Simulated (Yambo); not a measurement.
Yambo run on Cs₂PtH₆ (space group Fm-3m, No. 225). The wavefunctions are norm-conserving PBEsol (Quantum ESPRESSO, 84 Ry, without SOC) ones on a 2×2×2 mesh (21 occupied bands); a = b = c = 6.3444 Å, α = β = γ = 60.00°.

Yambo input:

```
rim_cut
gw0
dyson
el_el_corr
HF_and_locXC
ppa
em1d
RandQpts= 1000000
RandGvec= 1 Ry
EXXRLvcs= 84 Ry
VXCRLvcs= 336 Ry
Chimod= "HARTREE"
% BndsRnXp
 5 | 322 |
%
NGsBlkXp= 8 Ry
% LongDrXp
 1.0 | 1.0 | 1.0 |
%
PPAPntXp= 27.2114 eV
% GbndRnge
 1 | 322 |
%
GTermKind= "none"
DysSolver= "n"
ExtendOut
% QPkrange
 3 | 3 | 21 | 22 |
%
```

k points by index: 3 = X.

Resulting energies as the program prints them:

```
#    K-point    Band    Eo [eV]    E [eV]    E-Eo [eV]    Vxc [eV]    Vnlxc [eV]    Sc|Eo [eV]    Sc|E [eV]    dSc/dw|Eo [eV]    Re(Z)    Im(Z)
#
    3    21    0.000000    -1.505181    -1.505181    -11.65357    -15.00081    1.512057    1.842058    -5.965458    0.820190    -0.001398
    3    22    3.841213    4.564676    0.723463    -8.798046    -5.485022    -2.470652    -2.589560    -4.471911    0.858855    -0.001039
```
(The two width columns are left out.) Convergence of these settings isn't established.

Geometry of the Materials Project entry, not relaxed at this level.

The structure is a Materials Project entry; no match was found in the copy of COD used, and its stability was not checked.
